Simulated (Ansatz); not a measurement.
The start is a generated cell, AlRu built in the AFLOW prototype AB_hR6_160_3a_3a (as in SiC). Cell shape, volume and atoms are optimised at zero target pressure with r2SCAN (plane waves to 500 eV, PAW, scalar-relativistic; Ansatz, a first-principles code). The first steps use a coarse 11×11×11 k-mesh.

Starting cell:
```
CELL_PARAMETERS angstrom
      1.63918     0.94638     8.03029
     -1.63918     0.94638     8.03029
      0.00000    -1.89276     8.03029
ATOMIC_POSITIONS crystal
  Ru 0.00000 0.00000 0.00000
  Ru 0.22222 0.22222 0.22222
  Ru 0.77778 0.77778 0.77778
  Al 0.08333 0.08333 0.08333
  Al 0.30556 0.30556 0.30556
  Al 0.86111 0.86111 0.86111
```

- Initial pressure = +112 GPa (positive: the cell is compressed)
- Largest initial force = 0.47 eV/Å, on Ru1 (atoms numbered as listed)
- Outcome = The space group stays R3m (No. 160) (the run could not lower it), with 6 atoms in the primitive cell
- Energy released = 3.00 eV/atom
- Shortest distances (start → end) = The closest pairs of elements (up to four, under 3.6 Å), start → end: Al–Ru 2.01 → 2.36 Å; Ru–Ru 3.28 → 2.61 Å; Al–Al 3.28 → 2.71 Å
- Band gap at the end = zero (metallic)
- Optimiser moves = 31

The end point of the relaxation:

```cif
data_Al9Ru9
_chemical_formula_sum 'Ru9 Al9'
_space_group_name_H-M_alt 'R3m :H'
_space_group_IT_number 160
_space_group_name_Hall 'R 3 -2"'
_cell_length_a 4.15298
_cell_length_b 4.15298
_cell_length_c 19.06198
_cell_angle_alpha 90.000
_cell_angle_beta 90.000
_cell_angle_gamma 120.000
loop_
_atom_site_label
_atom_site_type_symbol
_atom_site_symmetry_multiplicity
_atom_site_Wyckoff_symbol
_atom_site_fract_x
_atom_site_fract_y
_atom_site_fract_z
_atom_site_occupancy
Ru1 Ru 3 a 0.00000 0.00000 0.03429 1
Ru2 Ru 3 a 0.00000 0.00000 0.75543 1
Ru3 Ru 3 a 0.00000 0.00000 0.28506 1
Al1 Al 3 a 0.00000 0.00000 0.89138 1
Al2 Al 3 a 0.00000 0.00000 0.62559 1
Al3 Al 3 a 0.00000 0.00000 0.15826 1
```
(The calculation used a cell of 6 atoms; values per cell refer to that cell.)

Final values are on a 13×13×13 k-mesh of the relaxed cell. No spin polarisation in the result.

The run could not lose the symmetry of its start, so the end can be a saddle point.

The relaxed structure here is a generated cell of AlRu: the first start was made by placing the elements on the sites of a structure type, and the end was not matched to a known phase here, so it may be hypothetical.
